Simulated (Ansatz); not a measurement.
Data:

GaAs:
```cif
data_AsGa
_chemical_formula_sum 'As1 Ga1'
_space_group_name_H-M_alt 'P 1'
_space_group_IT_number 1
_cell_length_a 3.76832
_cell_length_b 3.76832
_cell_length_c 3.76832
_cell_angle_alpha 60.000
_cell_angle_beta 60.000
_cell_angle_gamma 60.000
loop_
_space_group_symop_operation_xyz
  'x, y, z'
loop_
_atom_site_label
_atom_site_type_symbol
_atom_site_fract_x
_atom_site_fract_y
_atom_site_fract_z
_atom_site_occupancy
As1 As 0.00000 0.00000 0.00000 1
Ga1 Ga 0.50000 0.50000 0.50000 1
```

This is the r²SCAN-relaxed structure.

Q: All from r²SCAN in the plane-wave PAW code Ansatz, unless another level is named. Estimate the Young's modulus.

A: 81.5 GPa.

Q: Next, the elastic constants (relaxed ions, GPa)?

A: C11 = 156, C12 = 45.2, C44 = 20.0.

Space group Fm-3m (rock salt). The cell is a constructed one: a structure type filled with these elements; neither database checked (COD, Materials Project) lists it. It is not the phase usual at ambient conditions (space group No. 216). Symmetry was held in the r²SCAN relaxation; whether a distortion lowers the energy is not shown. As this level gives no gap, shear constants depend on the k-mesh and smearing (Fermi–Dirac, 0.1 eV here).

Potentials: the later of the program's two PAW sets.
